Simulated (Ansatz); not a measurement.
Mg (fcc (Cu type), Fm-3m) under volume change, PBEsol (plane waves, PAW; program Ansatz), scaled uniformly.

```
V (Å³/atom)  E − E(relaxed) (meV/atom)  P (GPa)
-----------  -------------------------  -------
20.635                            24.6     4.16
21.316                            10.4     2.57
21.996                             2.5     1.19
22.676                             0.0     0.01
23.357                             2.2    -1.02
24.037                             8.4    -1.90
24.717                            18.1    -2.66
```

Question: What does a third-order Birch–Murnaghan fit give for V₀, B₀ and B′?

Answer: V₀ = 22.68 Å³/atom, B₀ = 36.6 GPa, B′ = 3.9.

The workflow started from a Materials Project entry (that database holds measured and hypothetical structures alike); the Crystallography Open Database copy checked does not list it. It is not the phase usual at ambient conditions (space group No. 194). The cell was relaxed with PBEsol under the symmetry of its start; whether a distortion lowers the energy is not shown.

Potentials: the later of the program's two PAW sets.
